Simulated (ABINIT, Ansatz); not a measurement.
This is a calculation of MgGe2 for Ansatz 0.2.0. The cell comes from a database or a generator and needn't be the stable form of this composition.

input.yaml

```yaml
crystal:
  lattice:
    - [5.521485, -1.849846, 0.0]
    - [5.521485, 1.849846, 0.0]
    - [-3.217625, 0.0, 6.007774]
  atoms:
    - { symbol: Ge, position: [0.529234, 0.529234, 0.293621] }
    - { symbol: Ge, position: [0.470766, 0.470766, 0.706379] }
    - { symbol: Ge, position: [0.88039, 0.88039, 0.98544] }
    - { symbol: Ge, position: [0.11961, 0.11961, 0.01456] }
    - { symbol: Mg, position: [0.815286, 0.815286, 0.349253] }
    - { symbol: Mg, position: [0.184714, 0.184714, 0.650747] }
hamiltonian:
  xc: pbe
  pseudopotentials: { kind: paw }
kpoints:
  mp_grid: { grid: [8, 8, 5] }
scf:
  occupations: { method: fermi_dirac, width: 0.05 }
output:
  forces: true
  stress: true
  eigenvalues: true
```

Potentials or basis: Ansatz PAW.

The run is started by

```console
$ ansatz run input.yaml --threads 2 --pin off --max-ram 5120MiB --backend cpu --events-out ev --progress --plain --runs-dir out
```

Question: Translate it to ABINIT 10.8.3 (patched build). Potentials or basis there: JTH PAW PBE v2.0, cutoff 599 eV.

Answer: As run (cutoffs and basis follow the program's own potentials, and thresholds, step limits or extra output files can differ):

Contents of run.abi:

```
pp_dirpath "./"
pseudos "Ge.GGA_PBE-JTH.xml, Mg.GGA_PBE-JTH.xml"

acell 5.8231200253 5.8231200253 6.8151639067 Angstrom
rprim
     0.9482004451    -0.3176726552     0.0000000000
     0.9482004451     0.3176726552     0.0000000000
    -0.4721273096     0.0000000000     0.8815303758
ntypat 2
znucl 32 12
natom 6
typat 1 1 1 1 2 2
xred
     0.5292340000     0.5292340000     0.2936210000
     0.4707660000     0.4707660000     0.7063790000
     0.8803900000     0.8803900000     0.9854400000
     0.1196100000     0.1196100000     0.0145600000
     0.8152860000     0.8152860000     0.3492530000
     0.1847140000     0.1847140000     0.6507470000
chkprim 0
chksymtnons 0
tolsym 1.0e-6

ecut 22.0
pawecutdg 44.0
pawxcdev 0

kptopt 1
ngkpt 8 8 5
nshiftk 1
shiftk 0.0 0.0 0.0

ixc 11

nband 46
occopt 3
tsmear 0.00183747

nstep 100
tolvrs 1.0e-9

iomode 3
prtwf 0
prteig 0
prtebands 0
enunit 1
prtden 1
prtvha 1
prtvclmb 1
prtpot 1
```

Potentials or basis: JTH PAW PBE v2.0.

The run is started by

```sh
$ abinit run.abi > log 2>&1
```

Both were run:

|  | Ansatz | ABINIT |
| --- | --- | --- |
| Pressure | -0.4 GPa | -0.7 GPa |
| Largest force | 0.123 eV/Å | 0.124 eV/Å |

Ansatz's pressure holds a Pulay term of +0.02 GPa for its cutoff of 420 eV, which the other run lacks.

Where Ansatz's input types no cutoff or centring, it takes its own default and a Γ-centred mesh.

Pressure is positive in compression.
